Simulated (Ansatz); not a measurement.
A plane-wave DFT run in Ansatz 0.2.0 (scalar-relativistic PAW potentials unless the input names others): input and command.

```yaml
crystal:
  lattice:
    - [3.557662522, 0.0, 0.0]
    - [0.0, 3.557662522, 0.0]
    - [0.0, 0.0, 7.9888395477]
  atoms:
    - { symbol: Ga, position: [0.0, 0.5, 0.3670194124] }
    - { symbol: Ga, position: [0.5, 0.0, 0.6329805876] }
    - { symbol: Si, position: [0.0, 0.0, 0.0] }
    - { symbol: Si, position: [0.5, 0.5, 0.0] }
    - { symbol: P, position: [0.0, 0.5, 0.6989043177] }
    - { symbol: P, position: [0.5, 0.0, 0.3010956823] }
kpoints:
  mp_grid: { grid: [10, 10, 6] }
hamiltonian:
  xc: revpbe
scf:
  occupations: { method: cold, width: 0.3 }
output:
  forces: true
  eigenvalues: true
  stress: true
accuracy: medium
```

```bash
ansatz run input.yaml --threads 1 --pin off --max-ram 2560MiB --backend cpu --events-out ev --progress --plain --runs-dir out
```

Abridged log:
```
Basis set: ecut = 420 eV, 1959 PW (Γ), exchange–correlation on 48×48×108 points (8 copies of the dense FFT grid, shifted against one another)
Bands: 28, of which v1, the nominal top of the filled ones, is band 22 counted from 1 (21 counted from 0)
Symmetry: 16 space group operations
k-points: 84 of 600
SCF iter   1: F=—  HF=-10364.430753 eV  |F-HF|=—  |Δ(HF+E_count)|=         —  Δρ=4.07e-3  dr2=4.37e-2  ethr=1.77e-3  ⟨swp⟩=7.0  Hψ=11465  notcnv=0
SCF iter   2: F=—  HF=-10364.425258 eV  |F-HF|=—  |Δ(HF+E_count)|=   5.49e-3  S|Δr|=    0.00e0  Δρ=2.18e-3  dr2=9.77e-3  ethr=9.93e-5  ⟨swp⟩=2.1  Hψ=4749  notcnv=0
SCF iter   3: F=—  HF=-10364.424391 eV  |F-HF|=—  |Δ(HF+E_count)|=   8.67e-4  S|Δr|=    0.00e0  Δρ=1.10e-3  dr2=1.78e-3  ethr=2.22e-5  ⟨swp⟩=2.0  Hψ=3175  notcnv=0
SCF iter   4: F=—  HF=-10364.423870 eV  |F-HF|=—  |Δ(HF+E_count)|=   5.21e-4  S|Δr|=    0.00e0  Δρ=3.40e-4  dr2=1.12e-4  ethr=4.04e-6  ⟨swp⟩=2.0  Hψ=3923  notcnv=0
SCF iter   5: F=—  HF=-10364.423867 eV  |F-HF|=—  |Δ(HF+E_count)|=   2.89e-6  S|Δr|=    0.00e0  Δρ=1.18e-4  dr2=1.48e-5  ethr=2.54e-7  ⟨swp⟩=2.0  Hψ=4167  notcnv=0
SCF iter   6: F=—  HF=-10364.423957 eV  |F-HF|=—  |Δ(HF+E_count)|=   8.96e-5  S|Δr|=    0.00e0  Δρ=2.90e-5  dr2=9.52e-7  ethr=3.36e-8  ⟨swp⟩=2.3  Hψ=4127  notcnv=0
SCF iter   7: F=-10364.423957 eV  HF=-10364.423957 eV  |F-HF|=2.93e-8  |Δ(HF+E_count)|=   5.66e-8  S|Δr|=    0.00e0  Δρ=5.01e-6  dr2=3.13e-8  ethr=2.27e-10  ⟨swp⟩=6.3  Hψ=12400  notcnv=0
SCF 1 converged in 7 iterations: F = -10364.423957 eV  dr2 = 3.13e-8
SCF converged after 7 iterations
Stability not checked: this state was not tested for a lower state beside it, because cold or Methfessel-Paxton smearing, or corrected tetrahedra, fill the levels in a way that the test cannot read (fill_not_monotonic; see scf.lower_state_search)
Free energy (F): -10364.423957 eV
Harris-Foulkes:  -10364.423957 eV  (|F-HF|=2.93e-8)
Internal energy: -10364.410984 eV  (E = F + TS)
E sigma→0 (E₀):  -10364.419633 eV
Entropy (-TS):   -0.012973 eV (-2.162 meV/atom)
Fermi energy:    9.662239 eV
--- Forces (eV/Å), atoms counted from 1 ---
  atom   1  Ga     0.00000000     0.00000000    -0.00200239
  atom   2  Ga     0.00000000     0.00000000     0.00200239
  atom   3  Si     0.00000000     0.00000000     0.00000000
  atom   4  Si     0.00000000     0.00000000     0.00000000
  atom   5  P      0.00000000     0.00000000     0.03545306
  atom   6  P      0.00000000     0.00000000    -0.03545306
--- Stress (GPa, compression-positive) ---
        1.063109       0.000000       0.000000
        0.000000       1.063109       0.000000
        0.000000       0.000000       1.293717
  P = ⅓ Tr σ = 1.1400 GPa (11.400 kbar)
```

Apart from outputs, empty bands and the relaxation, which only the reference makes, the input differs from a reference run on usual settings in hamiltonian.xc: "pbe" → "revpbe"; accuracy: not typed → "medium"; scf.occupations.method: "gaussian" → "cold"; scf.occupations.width: 0.1 → 0.3; basis.ecutwfc: 420 → not typed. The reference, at the same geometry, ended its own course with pressure 0.00 GPa, largest force 0.002 eV/Å, no gap on the mesh. This run converged in 7 SCF iterations with a total energy on another zero, pressure 1.14 GPa, largest force 0.035 eV/Å, no gap on the mesh. Its smearing width is looser than usual. The Hamiltonian differs as well, so the change in the result can't be put down to that alone.

The run took 12 s on 1 thread of Arm Neoverse V2, with other jobs on the host, peak memory 0.45 GiB.